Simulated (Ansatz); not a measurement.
CaPd$_{2}$:
```cif
data_Ca2Pd4
_chemical_formula_sum 'Pd4 Ca2'
_space_group_name_H-M_alt 'I4/mmm'
_space_group_IT_number 139
_space_group_name_Hall '-I 4 2'
_cell_length_a 3.74400
_cell_length_b 3.74400
_cell_length_c 9.06497
_cell_angle_alpha 90.000
_cell_angle_beta 90.000
_cell_angle_gamma 90.000
loop_
_atom_site_label
_atom_site_type_symbol
_atom_site_symmetry_multiplicity
_atom_site_Wyckoff_symbol
_atom_site_fract_x
_atom_site_fract_y
_atom_site_fract_z
_atom_site_occupancy
Pd1 Pd 4 d 0.00000 0.50000 0.25000 1
Ca1 Ca 2 a 0.00000 0.00000 0.00000 1
```
(The calculation used a cell of 3 atoms; values per cell refer to that cell.)

Relaxed with PBEsol.

Problem. Tabulate the valence density and the electron localisation function along the shortest Pd–Ca contact (2.94 Å), PBEsol (plane waves, PAW; program Ansatz).

Solution. 

```csv
distance from Pd (Å),density (e/Å³),ELF
0.29,12.31,0.39
0.44,9.68,0.49
0.59,6.10,0.55
0.73,2.96,0.52
0.88,1.26,0.43
1.03,0.63,0.34
1.18,0.36,0.29
1.32,0.24,0.26
1.47,0.18,0.18
1.62,0.16,0.09
1.76,0.19,0.08
1.91,0.33,0.23
2.06,0.71,0.59
2.20,1.53,0.80
2.35,2.87,0.85
2.50,4.50,0.85
2.65,5.90,0.82
```

The density is the valence pseudo-density with augmentation charge, so density and ELF within about 1 Å of a nucleus are not all-electron values.

The workflow started from an entry of the Crystallography Open Database (COD). Its standing as an ambient phase is unchecked. The PBEsol relaxation kept the symmetry of its start; its stability against distortions is not shown here. No spin polarisation was allowed. The volume moved by -23 % from the start of the relaxation. The volume fell by over 15 % from the filed cell, which may lack light atoms or belong to other conditions.

Potentials: the later of the program's two PAW sets.
